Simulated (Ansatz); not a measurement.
RhSe2:
```
CELL_PARAMETERS angstrom
      6.05079     0.00000     0.00000
      0.00000     6.05079     0.00000
      0.00000     0.00000     6.05079
ATOMIC_POSITIONS crystal
  Rh 0.00000 0.00000 0.00000
  Rh 0.50000 0.00000 0.50000
  Rh 0.50000 0.50000 0.00000
  Rh 0.00000 0.50000 0.50000
  Se 0.37794 0.37794 0.37794
  Se 0.12206 0.62206 0.87794
  Se 0.87794 0.12206 0.62206
  Se 0.62206 0.87794 0.12206
  Se 0.62206 0.62206 0.62206
  Se 0.87794 0.37794 0.12206
  Se 0.12206 0.87794 0.37794
  Se 0.37794 0.12206 0.87794
```

Relaxed with r²SCAN. Special points in fractions of this cell's reciprocal vectors: Γ (0.000, 0.000, 0.000); X (0.000, 0.500, 0.000); M (0.500, 0.500, 0.000); R (0.500, 0.500, 0.500); X1 (0.500, 0.000, 0.000).

Q: List the band energies nearest the Fermi level at these points for the program Ansatz at the r²SCAN with spin–orbit coupling level (PAW).

A: In eV from the Fermi level; about four levels below and three above (degenerate sets whole), none deeper than 8.9 eV; points with the same levels are listed once.

```tsv
k	below	above
Γ	-0.41 -0.41 -0.41 -0.41 -0.34 -0.34	0.84 0.84 1.13 1.13 1.13 1.13
X	0.00 0.00 0.00 0.00	0.04 0.04 0.04 0.04
M	-1.98 -1.98 -1.98 -1.98	0.20 0.20 0.20 0.20
R	-0.60 -0.60 -0.60 -0.60 -0.60 -0.60 -0.51 -0.51	1.48 1.48 1.48 1.48 1.48 1.48 1.49 1.49
```

Space group Pa-3. The workflow started from an entry of the Crystallography Open Database (COD). Its standing as an ambient phase is unchecked. The r²SCAN relaxation kept the symmetry of its start; whether a distortion lowers the energy is not shown. No spin polarisation was allowed.

Potentials: the later of the program's two PAW sets.
